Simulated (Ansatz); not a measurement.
LaBi2ClO4 in space group P4/mmm (No. 123; La on 1a, Bi on 2h, Cl on 1b, O on 4i), DFT-r²SCAN+D4 in the program Ansatz with PAW potentials. The conduction-band minimum lies at Γ, with 1 equivalent valley. Second derivatives d²E/dk² of the lowest band at one valley (eV·Å²), along Cartesian directions:

```
direction  d²E/dk²
---------  -------
[100]        31.51
[010]        31.51
[001]        14.22
[110]        31.50
[101]        22.87
[011]        22.87
```

**Question.** Find the principal effective masses, the density-of-states mass and the conductivity mass.

**Answer.** Off-diagonal terms follow from H_xy = H[110] − (H_xx + H_yy)/2, and m*/mₑ = 7.620 eV·Å² over each eigenvalue: 0.24, 0.24, 0.54. One valley's DOS mass (m₁m₂m₃)^(1/3) = 0.32, conductivity mass 3/(Σ 1/mᵢ) = 0.30 mₑ.

**Question.** What effective density of states Nc follows at 300 K for parabolic valleys?

**Answer.** Nc = 2.509e19 × 1 × (0.32)^(3/2) ≈ 4.5e18 cm⁻³.

The workflow started from a Materials Project entry (that database holds measured and hypothetical structures alike); the Crystallography Open Database copy checked does not list it. Whether it is the stable phase at ambient conditions was not checked. Symmetry was held in the r²SCAN+D4 relaxation; whether a distortion lowers the energy is not shown. Scalar-relativistic: spin–orbit coupling is off unless named, which matters more the heavier the elements.

Potentials: the later of the program's two PAW sets.

Edges and masses are those of Kohn–Sham bands, whose gap is no quasiparticle gap.
